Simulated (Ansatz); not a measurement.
**Li5Os: relaxation step by step**

A trial structure of Li5Os was built thus: random cell by space group and Wyckoff sites (P-6, No. 174). Lengths were set from tabulated atomic sizes, so they are only a guess.

```yaml
crystal:
  lattice:
    - [3.20722, 0.00000, 0.00000]
    - [-1.60361, 2.77754, 0.00000]
    - [0.00000, 0.00000, 5.61588]
  atoms:
    - { symbol: Li, position: [0.41542, 0.06724, 0.50000] }
    - { symbol: Li, position: [0.93276, 0.34818, 0.50000] }
    - { symbol: Li, position: [0.65182, 0.58458, 0.50000] }
    - { symbol: Li, position: [0.33333, 0.66667, 0.29450] }
    - { symbol: Li, position: [0.33333, 0.66667, 0.70550] }
    - { symbol: Os, position: [0.33333, 0.66667, 0.50000] }
```

All numbers below come from Ansatz, DFT PBE, scalar-relativistic, plane waves, PAW. Cutoff 420 eV, Gaussian smearing, Γ-centred meshes. Cell and atoms relax first on a coarse mesh and then on a finer one. In between, the cell is made exact in the group found at 0.06 Å. In metals the finer mesh still leaves noise of several meV/atom or more. The steps can't lower the symmetry of their start. Collinear spin is switched on along the way, since trial moments persisted in a coarse test.

Steps on the 6×6×4 mesh (6 atoms, 23 steps). The free energy counts from the last step; some steps are skipped; the plane-wave basis is renewed at times, which shifts energy and pressure.

| step | ΔF (meV/atom) | V (Å³/atom) | P (GPa) | largest force component (eV/Å) |
| --- | --- | --- | --- | --- |
| 1 | 16108.7 | 8.34 | 517.03 | 72.483 |
| 2 | 9434.7 | 9.36 | 274.51 | 37.763 |
| 3 | 5967.6 | 10.70 | 164.04 | 22.739 |
| 4 | 3573.3 | 12.06 | 100.59 | 12.102 |
| 6 | 1323.8 | 15.10 | 33.97 | 3.944 |
| 7 | 865.7 | 16.69 | 16.19 | 1.984 |
| 8 | 707.0 | 18.62 | 1.32 | 0.248 |
| 9 | 700.0 | 18.30 | 0.97 | 0.460 |
| 10 | 697.4 | 18.66 | -0.75 | 0.078 |
| 11 | 696.3 | 18.50 | 0.35 | 0.003 |
| 13 | 252.0 | 20.40 | 10.38 | 0.094 |
| 14 | 139.8 | 22.47 | 6.43 | 0.119 |
| 15 | 69.2 | 24.62 | 3.60 | 0.090 |
| 16 | 31.4 | 27.01 | 1.34 | 0.061 |
| 17 | 23.5 | 28.93 | 0.09 | 0.006 |
| 18 | 9.0 | 28.93 | 0.95 | 0.006 |
| 20 | 0.6 | 31.71 | 0.20 | 0.023 |
| 21 | 0.2 | 32.45 | 0.04 | 0.010 |
| 22 | 0.2 | 32.68 | 0.00 | 0.001 |
| 23 | 0.0 | 32.68 | 0.00 | 0.001 |

The relaxed structure, after a last relaxation on the converged mesh:

```cif
data_structure
_symmetry_space_group_name_H-M 'P6/mmm'
_symmetry_Int_Tables_number 191
_cell_length_a 5.1402
_cell_length_b 5.1402
_cell_length_c 8.5305
_cell_angle_alpha 90.000
_cell_angle_beta 90.000
_cell_angle_gamma 120.000
_cell_volume 195.19
loop_
_atom_site_label
_atom_site_type_symbol
_atom_site_symmetry_multiplicity
_atom_site_Wyckoff_symbol
_atom_site_fract_x
_atom_site_fract_y
_atom_site_fract_z
_atom_site_occupancy
Li1 Li 3 g 0.00000 0.50000 0.50000 1
Li2 Li 2 e 0.00000 0.00000 0.22096 1
Os1 Os 1 b 0.00000 0.00000 0.50000 1
```

The symmetry goes from P-6 (No. 174) to P6/mmm (No. 191). The volume per atom grows by 290.2 %, from 8.3 to 32.5 Å³. The shortest distance goes from 1.15 Å (Li–Os) to 2.38 Å (Li–Os). The energy falls by about 16.1 eV/atom (the start's value is from the coarse mesh). The end is written in a standard setting, so origin, axes and order of atoms can differ from the start's. Around Li on a site of symmetry mmm lie 2 Os at 2.57 Å and 4 Li at 2.57 Å; Li on a site of symmetry 6mm is surrounded by 1 Os at 2.38 Å; around Os lie 2 Li at 2.38 Å and 6 Li at 2.57 Å.

```json
{"Volume per atom": "32.5 Å³", "Density": "1.9 g/cm³", "Formation energy": "+0.86 eV/atom", "Gap on the 12×12×6 mesh of the 6-atom cell": "0 eV (a metal)", "Net moment per atom": "0.11 μB", "Moment by site": "Os 0.3 μB"}
```

Energies over the elements count from the elements' standard structures at the same level, with no fitted energy shifts.

The last run used collinear spin and Gaussian smearing of 0.10 eV. Weakly bound directions are ill-defined at this level, which has no dispersion term. These runs have no spin–orbit coupling, which can matter for Os. The magnetic state reached may not be the lowest. Symmetry constrained the relaxation, so the result can be a saddle point. In all, the 4 runs took 4.1 min on 1 thread of Intel(R) Xeon(R) 6975P-C (Granite Rapids) (shared host). Site moments count only spheres around the atoms; the net moment includes the space between them.
